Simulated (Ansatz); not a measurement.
An Ansatz (a first-principles code) run. Input:

Ansatz 0.2 input:
```yaml
crystal:
  lattice:
    - [4.5128993388, 0.0, 0.0]
    - [0.0, 4.5128993388, 0.0]
    - [0.0, 0.0, 4.5128993388]
  atoms:
    - { symbol: Pd, position: [0.0, 0.0, 0.0] }
    - { symbol: Sn, position: [0.0, 0.5, 0.5] }
    - { symbol: Sn, position: [0.5, 0.0, 0.5] }
    - { symbol: Sn, position: [0.5, 0.5, 0.0] }
kpoints:
  mp_grid: { grid: [9, 9, 9] }
hamiltonian:
  xc: r2scan
  pseudopotentials: { kind: paw }
scf:
  occupations: { method: gaussian, width: 0.1 }
checkpoint: { read: metal.run }
output: { write_density: true, elf: true, volumetric_format: npy }
basis: { fft_grid_basis: typed }
```

Output (shortened):

```
Pseudopotentials: kind: paw
Pseudopotential: Pd, paw, valence charge 18
Pseudopotential: Sn, paw, valence charge 14
Functional definition: r2SCAN
Crystal: 4 atoms, lattice volume = 91.911 Å³
Basis set: ecut = 500 eV, 2325 PW (Γ), exchange–correlation on 144×144×144 points (64 copies of the dense FFT grid, shifted against one another)
Bands: 36, of which v1, the nominal top of the filled ones, is band 30 counted from 1 (29 counted from 0)
Symmetry: 48 space group operations
Space group: Pm-3m (ITA 221), of the structure as read, at distance tolerance 4.5e-5 Å
k-points: 35 of 729
PAW frozen core: Pd, regenerated for the run's functional
PAW frozen core: Sn, regenerated for the run's functional
Initial density: read from a saved state, or passed on in memory by an earlier SCF of this step, an earlier step, the calling program or the single point that …
Stability of the state it starts from, as read at its close in the unpolarized treatment …
Initial wavefunctions: pseudopotential atomic-orbital guess
Eigensolver: davidson
Functional: x = r2scan, c = r2scan; τ floored in thin density (d = 2e-4 eV/Å³)
iter 1 solved again at ethr=7.41e-8 eV; its pass at ethr=3.10e-3 eV (dr2=4.44e-5 eV) is discarded
SCF iter   1: F=—  HF=-25101.252060 eV  |F-HF|=—  |Δ(HF+E_count)|=         —  Δρ=3.94e-7  dr2=1.49e-10  dr2_τ=1.56e-11  ethr=7.41e-8  ⟨swp⟩=3.1  Hψ=8231  notcnv=0
all-band conjugate gradients solve this SCF's bands
preconditioner: auto → Kerker (q_TF=auto, 2.541 Å⁻¹)
SCF iter   2: F=-25101.252060 eV  HF=-25101.252060 eV  |F-HF|=1.02e-10  |Δ(HF+E_count)|=  9.46e-11  Δρ=2.67e-7  dr2=1.32e-10  dr2_τ=1.95e-11  ethr=1.00e-12  ⟨swp⟩=7.5  Hψ=5315  notcnv=0
SCF 1 converged in 2 iterations: F = -25101.252060 eV  dr2 = 1.32e-10
SCF converged after 2 iterations
Free energy (F): -25101.252060 eV
Harris-Foulkes:  -25101.252060 eV  (|F-HF|=1.02e-10)
Internal energy: -25101.242932 eV  (E = F + TS)
E sigma→0 (E₀):  -25101.247496 eV
Entropy (-TS):   -0.009128 eV (-2.282 meV/atom)
Fermi energy:    12.963945 eV
--- Per-component energies (eV) ---
  E_band       = -457.037068
  E_kinetic    = 1075.818446
  E_local      = -4572.217468  (includes V_loc(G=0)·N_el)
  E_nonlocal   = 120.484918
  E_hartree    = 2432.532345
  E_xc         = -1285.360334
  E_vxc        = -547.687097  (∫ρ·V_xc dr)
  E_paw        = -16247.919859  (= ΣΔE_a)
  E_vpaw       = -1436.028724  (= ΣTr[D̂ρ^β])
  E_aug_tail   = 0.000104  (compensation charges beyond the density's cutoff)
  E_vtau       = 37.528286  (kinetic-family band-sum trace: ∫τ·v_τ [+ j·A + Jᵃ·Aᵃ] dr)
  E_ewald      = -6626.334956
  E_core_change = 1.753873  (= ΣΔE_core)
  E_smearing   = -0.009128  (= −TS)
  E_closure    =  0.000000  (closes the sum)
  Σ components = -25101.252060   (vs F -25101.252060, Δ=0.00e0)
  [band-id]    e_kinetic+e_local+e_nonlocal+2·e_hartree+e_vxc+e_vpaw+e_augmentation_tail+e_vtau = -457.036845   (vs E_band -457.037068, Δ=2.22e-4)
--- Band table (eV; the first three rows and the last of 35) ---
  k-point 0: bands = ["-73.3406", "-38.2780", "-38.2780", "-38.2780", "-9.5195", "-9.5195", "-9.5195", "-9.4914", "-9.3744", "-9.3744", "-9.2644", "-9.2644", "-9.2644", "-9.2269", "-9.2269", "-9.1439", "-9.1150", "-9.1150", "-9.1150", "1.1321", "7.9854", "7.9854", "9.5194", "9.5194", "9.5194", "10.5118", "10.5118", "10.5118", "11.5377", "11.5377", "13.7158", "15.9780", "15.9780", "15.9780", "18.0948", "18.0948"]
  k-point 1: bands = ["-73.3406", "-38.2780", "-38.2780", "-38.2780", "-9.5179", "-9.5084", "-9.5084", "-9.4839", "-9.3733", "-9.3679", "-9.2660", "-9.2646", "-9.2646", "-9.2331", "-9.2268", "-9.1495", "-9.1277", "-9.1277", "-9.1150", "1.2287", "7.2630", "8.0590", "9.4994", "9.4994", "9.8723", "10.5133", "10.6215", "10.6215", "11.3891", "11.8061", "14.1059", "15.8370", "15.8370", "15.8422", "17.5010", "17.7831"]
  k-point 2: bands = ["-73.3406", "-38.2781", "-38.2779", "-38.2779", "-9.5137", "-9.4762", "-9.4762", "-9.4630", "-9.3705", "-9.3498", "-9.2702", "-9.2655", "-9.2655", "-9.2507", "-9.2263", "-9.1655", "-9.1633", "-9.1633", "-9.1150", "1.5150", "6.0571", "8.2770", "9.4480", "9.4480", "10.2389", "10.5169", "10.9514", "10.9514", "10.9798", "12.2777", "15.1856", "15.1856", "15.3319", "15.5781", "16.3555", "17.7019"]
  k-point 34: bands = ["-73.3406", "-38.2783", "-38.2783", "-38.2783", "-9.4319", "-9.4238", "-9.4238", "-9.3996", "-9.3996", "-9.3924", "-9.3837", "-9.2616", "-9.2534", "-9.2534", "-9.2317", "-9.2317", "-9.1493", "-9.1493", "-9.1411", "5.2091", "5.6637", "5.6637", "7.6027", "8.8595", "8.9354", "8.9354", "10.7677", "10.7677", "11.3595", "11.3595", "11.4406", "12.7564", "19.9787", "19.9787", "20.5567", "20.7386"]
  band table: 36 of 36 bands, residual norms ≤ 1.0e-3 eV
```

Cost: around 10 core-seconds (rough) on shared cores.

The workflow started from an entry of the Crystallography Open Database (COD), which files this formula under 2 space groups. Whether it is the stable phase at ambient conditions was not checked. The r²SCAN relaxation kept the symmetry of its start; its stability against distortions is not shown here. The run is not spin-polarised. The volume moved by 46 % from the start of the relaxation. Scalar-relativistic: spin–orbit coupling is off unless named, which matters more the heavier the elements.

Potentials: the later of the program's two PAW sets.

Ansatz is a plane-wave DFT program.
